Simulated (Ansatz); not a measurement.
Values for one crystal, relaxed and computed with plane-wave PAW PBE (Ansatz code); other levels are named.

- Volume per atom = 21.65 Å³
- Band gap = 2.69 eV (indirect)
- Hole effective mass with spin–orbit coupling, band 2 of 2 at the edge = 0.20 along [100], 0.26 along [110], 0.31 along [111] (mₑ)
- Electron effective mass = 0.46, 0.46, 0.74 mₑ (principal values)
- Hole effective mass, band 1 of 3 at the edge = 2.7 along [100], 2.7 along [110], 0.46 along [111] (mₑ)
- Hole effective mass, band 3 of 3 at the edge = 0.14 along [100], 0.23 along [110], 0.28 along [111] (mₑ)
- Pressure derivative B′ = 3.8

Task: Pick the material that matches.
A) BeTe, zinc blende
B) BeSe, Pm-3n (Be on 6c, Se on 6d)
C) AlN, Pm-3n (Al on 6d, N on 6c)
D) BeS, rock salt

Result: B, BeSe, Pm-3n (Be on 6c, Se on 6d)

The start of the workflow was typed in or built on a structure type; neither database checked (COD, Materials Project) lists it. COD files the formula under space group No. 216. Whether it is the stable phase at ambient conditions was not checked. Symmetry was held in the PBE relaxation; whether a distortion lowers the energy is not shown. The volume moved by 20 % from the start of the relaxation. Scalar-relativistic: spin–orbit coupling is off unless named, which matters more the heavier the elements.

Potentials: the earlier of the program's two PAW sets.
